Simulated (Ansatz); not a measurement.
BN: what each run costs

Cell: 4 atoms, space group P6_3/mmc, a = 2.498 Å, b = 2.498 Å, c = 6.636 Å, α = 90.00°, β = 90.00°, γ = 120.00°.

All runs are DFT with Ansatz 0.2.0 on 1 thread of Intel Xeon Platinum 8375C CPU @ 2.90GHz (Ice Lake) (x86_64; 48 cores open to the job, memory cap 3.0 GiB, no GPU), a shared host.

Question: Rank the runs by wall time, shortest first.
A. dielectric tensor by linear response, PBE, 420 eV, 13×13×4 k-points, fixed occupations
B. core holes on 2 sites, PBE, 420 eV, 3×3×3 k-points, fixed occupations, 36 atoms
C. relaxation of the ions, PBE, 420 eV, 13×13×4 k-points, smearing 0.02 eV

Answer: C (4.5 s, 0.41 GiB), A (29 s, 0.57 GiB), B (2.5 min, 0.9 GiB).
